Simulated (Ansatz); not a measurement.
Theory: Ansatz 0.2.0, DFT PBE, scalar-relativistic, plane waves, PAW, and for the lanthanide a 4f-in-core norm-conserving potential. Cutoff 690 eV, Γ-centred meshes of about 0.25 Å⁻¹ or finer for metals and 0.3 Å⁻¹ for insulators (2π included), Gaussian smearing. No spin polarisation.

All energies are static (0 K, no zero-point motion).

Two relaxed structures of Tb2GeO:

A. Space group P4/mmm (No. 123), tetragonal, a = 4.684 Å, c = 3.896 Å. Tb has 2 O at 2.34 Å and 4 Ge at 3.05 Å; Ge is surrounded by 8 Tb at 3.05 Å; around O lie 4 Tb at 2.34 Å.

B. Space group I4/mcm (No. 140), tetragonal, a = 7.423 Å, c = 5.986 Å. Around Tb lie 2 O at 2.22 Å and 4 Ge at 3.18 Å; Ge is surrounded by 2 Ge at 2.99 Å, 8 Tb at 3.18 Å and 4 O at 3.71 Å; around O lie 4 Tb at 2.22 Å, 2 O at 2.99 Å and 4 Ge at 3.71 Å.

Question: Which form is favoured at zero pressure, and by what margin per atom?

Answer: B is lower, by 47 meV/atom. A has space group P4/mmm (No. 123), 21.4 Å³/atom and no gap on its mesh; B has space group I4/mcm (No. 140), 20.6 Å³/atom and no gap. The denser one is the lower, and pressure would at first widen the difference. Both come from trial cells of a structure search.

With atoms moved at random, B came back. A had no clear such test and can be a saddle point.

The lanthanide is trivalent by construction, without f bands, f moments or other valences.
